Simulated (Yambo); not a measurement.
CsCaH3 (cubic perovskite, space group Pm-3m, No. 221), G0W0@LDA in Yambo; all else as in the reference (4×4×4 Γ-centred k mesh, 175 bands and a 8 Ry block in the screening, 175 bands in G with the Bruneval-Gonze terminator, plasmon pole fitted at 27.2 eV). One parameter is varied: the cutoff of the exchange sum, over 5, 10, 20, 40, 74 Ry.

### Question
From which value on does the gap M → M stay within 0.05 eV of the largest setting?

### Answer
From 20 Ry on.
```tsv
cutoff of the exchange sum (Ry)	G0W0 gap (eV)	valence shift (eV)
5	5.46	-1.26
10	5.41	-1.45
20	5.35	-1.52
40	5.33	-1.53
74	5.33	-1.53
```
The last step of the sweep still moves the gap by 2 meV; the other settings are held fixed.

Geometry of the Materials Project entry, not relaxed at this level; primitive cell a = b = c = 4.621 Å, α = β = γ = 90.00°.

The structure is a Materials Project entry; no match was found in the copy of COD used, and its stability was not checked.

A shift is the quasiparticle energy of the state minus its LDA energy.
